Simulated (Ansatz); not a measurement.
## What moves the field gradients of SiO2?

Cell of run 1: an entry of the Crystallography Open Database (COD), atoms as given.

```
CELL_PARAMETERS angstrom
4.68200 0.00000 0.00000
0.00000 4.68200 0.00000
0.00000 0.00000 6.31100
ATOMIC_POSITIONS crystal
Si 0.33160 0.33160 0.00000
Si 0.16840 0.83160 0.25000
Si 0.66840 0.66840 0.50000
Si 0.83160 0.16840 0.75000
O 0.22970 0.16480 0.21190
O 0.33520 0.72970 0.46190
O 0.77030 0.83520 0.71190
O 0.66480 0.27030 0.96190
O 0.72970 0.33520 0.53810
O 0.83520 0.77030 0.28810
O 0.27030 0.66480 0.03810
O 0.16480 0.22970 0.78810
```

Sites (sets of like atoms) are named by element and the number of their first atom in this list.

Relaxed positions (PBE, cell held):

```
CELL_PARAMETERS angstrom
4.68200 0.00000 0.00000
0.00000 4.68200 0.00000
0.00000 0.00000 6.31100
ATOMIC_POSITIONS crystal
Si 0.33362 0.33362 0.00000
Si 0.16638 0.83362 0.25000
Si 0.66638 0.66638 0.50000
Si 0.83362 0.16638 0.75000
O 0.22411 0.17113 0.21244
O 0.32887 0.72411 0.46244
O 0.77589 0.82887 0.71244
O 0.67113 0.27589 0.96244
O 0.72411 0.32887 0.53756
O 0.82887 0.77589 0.28756
O 0.27589 0.67113 0.03756
O 0.17113 0.22411 0.78756
```

All runs are DFT with Ansatz 0.2.0 (plane waves and PAW, scalar-relativistic unless spin–orbit coupling is named, Γ-centred meshes, Fermi–Dirac smearing where given) in this cell.

Run 1: PBE, gradients read without the response of the cores, atoms as given; 420 eV, 5×5×4 k-points, smearing 0.02 eV.
Run 2: PBE, gradients read without the response of the cores, atoms relaxed; 420 eV, 5×5×4 k-points, smearing 0.02 eV.
Run 3: r2SCAN, gradients read without the response of the cores, at the relaxed atoms; 500 eV, 5×5×4 k-points, smearing 0.02 eV.

```csv
run,Si V_zz (η),O V_zz (η)
1,-1.03 (0.23),8.34 (0.41)
2,?,?
3,-0.70 (0.51),8.50 (0.40)
```

V_zz in 10²¹ V/m².

Q: Estimate the row of run 2.

A: Si: -0.70 (0.53); O: 8.55 (0.40). It lies nearest to run 3, from whose tensors on these sites it differs by 0.07 at most (largest principal value of the difference, on O). Taken one at a time, the positions of the atoms (as given or relaxed) move the tensors on these sites by up to 0.49 (largest principal value of the change, on Si), the functional (r2SCAN with its higher cutoff) by 0.07 (O).

The cell is 19 % smaller than that of α-cristobalite at ambient conditions, so the entry probably stands for a crystal under pressure. In runs 1, 3 the atoms aren't at the calculated equilibrium (largest force 0.45, 0.41 eV/Å). The cell isn't the equilibrium one in runs 1, 2 (calculated pressure 12, 8 GPa), and the entry's cell may itself be off.
